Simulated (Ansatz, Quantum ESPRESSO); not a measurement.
Equation of state of HgF3 under PBE

```xyz
4
Lattice="0.0000 2.8632 2.8632 2.8632 0.0000 2.8632 2.8632 2.8632 0.0000" Properties=species:S:1:pos:R:3 pbc="T T T"
Hg    0.0000    0.0000    0.0000
F     2.8632    2.8632    2.8632
F     4.2948    4.2948    4.2948
F     1.4316    1.4316    1.4316
```

The cell comes from a database or a generator and needn't be the stable form of this composition.

The cell was scaled at fixed shape and fractions and run with Ansatz, Ansatz PAW, cutoff 420 eV; PBE, k mesh 8 × 8 × 8 on the cell of 4 atoms, fermi-dirac occupations of 0.05 eV, no spin polarisation, no spin-orbit coupling. Energies are those that the program minimises, any entropy of the smearing included. For a metal such a mesh isn't converged to the digits shown.

```csv
V (Å³/atom),energy over the lowest row (meV/atom)
11.0316,20.463
11.2663,10.498
11.5011,?
11.7358,0.661
11.9705,0.000
12.2052,1.699
12.4399,5.441
```

Task: Fit the third-order Birch-Murnaghan form, give V0, B0 and B′, and predict the energy left open.

Result: With y = (V0/V)^(2/3), E = E0 + (9 V0 B0/16) [(y - 1)³ B′ + (y - 1)² (6 - 4y)]. Least squares through the rows shown give V0 = 11.9152 Å³/atom, E0 = -0.067 meV, B0 = 84.31 GPa (1 eV/Å³ = 160.218 GPa) and B′ = 5.81, with a largest miss of 0.008 meV. At V = 11.5011 the form with these constants gives 4.036 meV; the run gave 4.049 meV an atom. Other set-ups at this level, from all their volumes (Å³/atom, GPa): Quantum ESPRESSO, SSSP 1.3 efficiency PBE: V0 11.884, B0 85.76.
